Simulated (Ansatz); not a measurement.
**Calculated ¹³⁵Ba nuclear quadrupole resonance for BaReH9**

Cell: a Materials Project structure (computed, not necessarily an observed phase), atoms as given.

```cif
data_BaReH9
_symmetry_space_group_name_H-M 'P6_3/mmc'
_symmetry_Int_Tables_number 194
_cell_length_a 5.2252
_cell_length_b 5.2252
_cell_length_c 9.6905
_cell_angle_alpha 90.000
_cell_angle_beta 90.000
_cell_angle_gamma 120.000
loop_
_atom_site_label
_atom_site_type_symbol
_atom_site_symmetry_multiplicity
_atom_site_Wyckoff_symbol
_atom_site_fract_x
_atom_site_fract_y
_atom_site_fract_z
Ba Ba 2 a 0.0000 0.0000 0.5000
Re Re 2 c 0.6667 0.3333 0.7500
H5 H 12 k 0.5332 0.0664 0.8736
H9 H 6 h 0.2994 0.1497 0.7500
```

One atom of each set is listed.

Computed with Ansatz: DFT, PBE, plane waves and PAW, with spin–orbit coupling, 420 eV cutoff, Γ-centred 6×6×3 k-points, Fermi–Dirac smearing 0.02 eV.

¹³⁵Ba: I = 3/2, Q = 153.0 mb (year-2017 value). Static lattice, zero field.

Q: Predict the zero-field ¹³⁵Ba lines of each site.

A: For I = 3/2 there is one line, ν = (|C_Q|/2)(1 + η²/3)^½.

| site | atoms | V_zz (10²¹ V/m²) | C_Q (MHz) | η | line frequencies (MHz) |
| --- | --- | --- | --- | --- | --- |
| Ba | 2 | -2.83 | -10.5 | 0.00 | 5.24 |

Q: And for 137Ba (I = 3/2, Q = 236.0 mb) on Ba?

A: C_Q scales with Q to -16.2 MHz, with lines at 8.08 MHz.

An axis of threefold or higher order runs through Ba, so V_zz lies along it and η is zero.
